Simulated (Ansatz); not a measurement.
Zr:
```
Zr
1.0
    5.03772     0.00000     0.00000
   -2.51886     4.36280     0.00000
    0.00000     0.00000     3.15867
Zr
3
Cartesian
  0.00000   0.00000   0.00000
  0.00000   2.90853   1.57933
  2.51886   1.45427   1.57933
```

Relaxed with r²SCAN. Special points in fractions of this cell's reciprocal vectors: Γ (0.000, 0.000, 0.000); M (0.500, 0.000, 0.000); K (0.333, 0.333, 0.000); A (0.000, 0.000, 0.500); L (0.500, 0.000, 0.500); H (0.333, 0.333, 0.500).

Q: List the band energies nearest the Fermi level at these points for r²SCAN with spin–orbit coupling in the plane-wave PAW code Ansatz.

A: In eV from the Fermi level; about four levels below and three above (degenerate sets whole), none deeper than 8.9 eV; points with the same levels are listed once.

| k | below | above |
|---|---|---|
| Γ | -0.55 -0.55 -0.12 -0.12 | 0.99 0.99 1.71 1.71 |
| M | -0.56 -0.56 -0.50 -0.50 | 0.00 0.00 0.78 0.78 |
| K | -0.48 -0.48 -0.46 -0.46 | 0.02 0.02 0.15 0.15 |
| A | -2.05 -2.05 -1.62 -1.62 | 1.20 1.20 1.29 1.29 |
| L | -0.92 -0.92 -0.66 -0.66 | 0.37 0.37 0.97 0.97 |
| H | -1.21 -1.21 -1.19 -1.19 | 0.54 0.54 0.62 0.62 |

Space group P6/mmm. This is a known high-pressure phase of the composition, computed here at zero pressure and temperature. The r²SCAN relaxation kept the symmetry of its start; its stability against distortions is not shown here. No spin polarisation was allowed.

Potentials: the earlier of the program's two PAW sets.
